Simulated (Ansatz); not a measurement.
Eu2Cu12Pd3 with kpoints.mp_grid.shift changed

Computed with the plane-wave PAW code Ansatz (scalar-relativistic, PAW set soft_2): PBEsol, collinear spin, 420 eV cutoff, k-mesh 3×3×3. These are the settings of the reference run.

Cell:

```
cell
1.0
    -5.0935    0.0000   -4.1033
     2.5467    4.4111   -4.1033
     2.5467   -4.4111   -4.1033
Cu Eu Pd
12 2 3
Direct
  0.6427 0.0000 0.3573
  0.3333 0.6907 0.9760
  0.0240 0.3093 0.6667
  0.3386 0.9947 0.1667
  0.9945 0.6551 0.8306
  0.6782 0.3388 0.5028
  0.6722 0.8361 0.0116
  0.3280 0.5000 0.6720
  0.9884 0.1639 0.3278
  0.4972 0.6612 0.3218
  0.1694 0.3449 0.0055
  0.8333 0.0053 0.6614
  0.0048 0.6714 0.3381
  0.6619 0.3286 0.9952
  0.3333 0.3135 0.3531
  0.0198 0.0000 0.9802
  0.6469 0.6865 0.6667
```

The reference run of this cell is solved again as a single point with these keys changed:

| key | reference run | changed run |
| --- | --- | --- |
| kpoints.mp_grid.shift | [0.0, 0.0, 0.0] | [0.5, 0.5, 0.5] |

Problem. How far do the results move?

Solution. 

| quantity | reference run | changed run |
| --- | --- | --- |
| energy, changed less reference (meV an atom) | 0 | 2.9 |
| largest force (eV/Å) | 0.00 | 0.04 |
| gap on the mesh (eV) | 0.00 | 0.00 |
| moment of the cell (μB) | 13.27 | 13.84 |

The energy moves by 2.9 meV an atom (0.05 eV for the cell); most telling is the moment of the cell, from 13.27 to 13.84. It took 43 iterations.

Caveats: the reference run: 4f shell without a U, which puts 4f levels too near the Fermi level; the reference run: open f or d shells may hold a state above the lowest; a single point, atoms not relaxed again.
